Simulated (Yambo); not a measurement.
HfS₂ (CdI2 type, space group P-3m1, No. 164): the exchange self-energy on LDA orbitals (Yambo, 6×6×2 mesh) holds the Coulomb divergence, which is integrated with random points (RandQpts).

```tsv
random points	exchange-only gap Γ → L (eV)	shift of the valence edge (eV)	gap against the reference (meV)
1,000	8.18	-2.46	55
10,000	8.04	-2.25	-88
100,000	8.15	-2.43	25
1,000,000	8.14	-2.41	12
5,000,000	8.13	-2.39	reference
```

From 1,000,000 points on, the gap stays within 20 meV of the run with most points. The error is statistical; each row is a single draw, so the rows fix no rate of convergence.

Spin-orbit coupling is not included.

Geometry of the Materials Project entry, not relaxed at this level; primitive cell a = 3.640 Å, b = 3.640 Å, c = 6.056 Å, α = 90.00°, β = 90.00°, γ = 120.00°.

A shift is the quasiparticle energy of the state minus its LDA energy.

The distance between layers or molecules is the database entry's, not relaxed here. Functionals without dispersion can leave it too large, which widens gaps and weakens the response across layers: the numbers belong to this cell.
